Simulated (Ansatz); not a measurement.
BN in space group P6_3/mmc (No. 194; B on 2c, N on 2d) at seven volumes, LDA in the plane-wave PAW code Ansatz, shape and atoms relaxed at each. One row is withheld.

```json
[
 {"V (Å³/atom)": "7.924", "P (GPa)": "?"},
 {"V (Å³/atom)": "8.186", "P (GPa)": "2.39"},
 {"V (Å³/atom)": "8.447", "P (GPa)": "0.98"},
 {"V (Å³/atom)": "8.708", "P (GPa)": "0.00"},
 {"V (Å³/atom)": "8.969", "P (GPa)": "-0.68"},
 {"V (Å³/atom)": "9.231", "P (GPa)": "-1.09"},
 {"V (Å³/atom)": "9.492", "P (GPa)": "-1.33"}
]
```

**Question.** Fit the shown pressures and predict the withheld one.

**Answer.** P = (3/2)B₀(x^(7/2) − x^(5/2))[1 + (3/4)(B′ − 4)(x − 1)] with x = (V₀/V)^(2/3). Least squares on the six rows gives V₀ = 8.707 Å³/atom, B₀ = 27.4 GPa, B′ = 11.95. At V = 7.924, x = 1.0648 and P = 4.32 GPa. The run itself gave 4.28 GPa.

The cell was relaxed with LDA under the symmetry of its start; phonons on a q-mesh show no instability. A crystal of weakly bound layers computed without a dispersion correction: the cell and the soft elastic constants depend strongly on that.

Potentials: the later of the program's two PAW sets.
